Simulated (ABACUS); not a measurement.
A self-consistent single point of CsPbCl3 (Pm-3m, 5 atoms in the cell; from Materials Project mp-23037, changed as shown).

```
CELL_PARAMETERS angstrom
      5.56624     0.00000     0.00000
      0.00000     5.56624     0.00000
      0.00000     0.00000     5.56624
ATOMIC_POSITIONS crystal
  Cs 0.00000 0.00000 0.00000
  Pb 0.50000 0.50000 0.50000
  Cl 0.00000 0.50000 0.50000
  Cl 0.50000 0.00000 0.50000
  Cl 0.50000 0.50000 0.00000
```

Level of theory: ABACUS 3.10.1 with PBE, numerical atomic orbitals SZP (confined pseudo-atomic orbitals with Gaussian additions; energy shift 0.003 Ry), PseudoDojo 0.5 standard norm-conserving PBE (tails mended) pseudopotentials.

ABACUS settings:

- basis: SZP numerical atomic orbitals, energy shift 0.003 Ry
- KPT: Gamma 4 4 4 0 0 0
- basis_type: lcao
- dft_functional: PBE
- ecutwfc: 100 Ry
- smearing_method: fd
- smearing_sigma: 0.00367493 Ry
- potentials: PseudoDojo 0.5 standard norm-conserving PBE (tails mended)
- symmetry: 1
- symmetry_prec: 1e-05
- ks_solver: scalapack_gvx
- scf_nmax: 100
- scf_thr: 1.0e-07
- mixing_type: pulay
- mixing_beta: 0.7

Results:

- Number of valence electrons = 44
- Number of bands = 32
- Number of k-points after the program's reduction = 10
- Size of the basis = 61
- Number of SCF iterations = 9
- Free energy E − TS = -3882.9988 eV
- Top of the valence band (on the code's own zero) = 4.78 eV
- Gap on the k-point mesh = 1.76 eV
- Pressure = 2.54 GPa

Stress (GPa, positive for compression):
```
2.54  0.00  0.00
0.00  2.54  0.00
0.00  0.00  2.54
```

Gaps are taken between levels on the mesh.

For comparison: a first run was changed to give this one (lattice scaled by 0.98), and from it to this one the free energy rises by 20.1 meV/atom, the pressure goes from 0.55 to 2.54 GPa and the gap on the mesh goes from 1.992 to 1.765 eV.

Spin-orbit coupling is left out, which matters for bands and gaps with elements this heavy. The atom-centred basis is finite, which shifts total energies, pressures and gaps against plane waves. A single-zeta basis is rough, for pressures and forces above all. The structure comes from a collection of computed structures, made at another level of theory; the collection holds predicted forms beside known ones.

Cost on one core: very roughly 50 core-seconds.

The atomic orbitals were generated for these runs; they are not ABACUS's published sets and were checked against plane waves on a few crystals only.

“Tails mended”: in these copies of the files the far tail of each local potential was reset to the Coulomb form.
